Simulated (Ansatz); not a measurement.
# Profile along the Zn–F line in KZnF3 (cubic perovskite)

KZnF3 (cubic perovskite)

```xyz
5
Lattice="4.0523 0.0000 0.0000 0.0000 4.0523 0.0000 0.0000 0.0000 4.0523" Properties=species:S:1:pos:R:3 pbc="T T T"
K      0.0000     0.0000     0.0000
Zn     2.0262     2.0262     2.0262
F      0.0000     2.0262     2.0262
F      2.0262     0.0000     2.0262
F      2.0262     2.0262     0.0000
```

Fields along a shortest Zn–F line of a {100} plane (2.03 Å), from Zn to F, interpolated on the slice's grid (step about 0.1 Å). Level of theory: PBEsol (plane waves to 420 eV, PAW, scalar-relativistic; Ansatz, a program for electronic structure). k mesh 8×8×8. These are valence fields of a PAW run, semicore shells included where kept as valence: close to a nucleus they are smooth pseudo fields. KZnF3 was relaxed with its symmetry unable to fall.

```csv
distance from Zn (Å),valence electron density (e/Å³),electron localisation function
0.00,46.72,x
0.10,41.66,x
0.20,29.69,x
0.30,17.28,x
0.41,8.58,0.01
0.51,3.95,0.03
0.61,1.90,0.07
0.71,1.05,0.11
0.81,0.68,0.13
0.91,0.50,0.12
1.01,0.46,0.13
1.12,0.54,0.27
1.22,0.75,0.50
1.32,1.17,0.71
1.42,1.97,0.78
1.52,3.42,0.79
1.62,5.62,0.75
1.73,8.31,x
1.83,11.04,x
1.93,13.16,x
2.03,13.98,x
```

x: too close to a nucleus for the ELF to mean much.

Density on the Zn–F line (2.03 Å) at its midpoint: 0.46 e/Å³. ELF at that point: 0.13.
